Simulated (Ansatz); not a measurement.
All-electron LAPW in Ansatz 0.2.0 under LDA, scalar-relativistic, energies extrapolated to zero smearing. Slabs are 1×1 cells cut from bulk crystals relaxed on PAW files, with atoms then relaxed, 16 to 20 Å of vacuum, a dipole correction, k spacings of 0.16 to 0.26 Å⁻¹ and smearing of 0.02 to 0.1 eV, without spin–orbit coupling or spin polarisation. The bulk type named needn't be the stable one, and no reconstruction is allowed.

Task: Order these slabs by surface energy, lowest first.
A. fcc Pd (110), 5 layers
B. hcp Pd (10-10), 2 layers
C. fcc Pd (111), 5 layers

Result: B (1.85 J/m²), C (1.91 J/m²), A (2.22 J/m²).
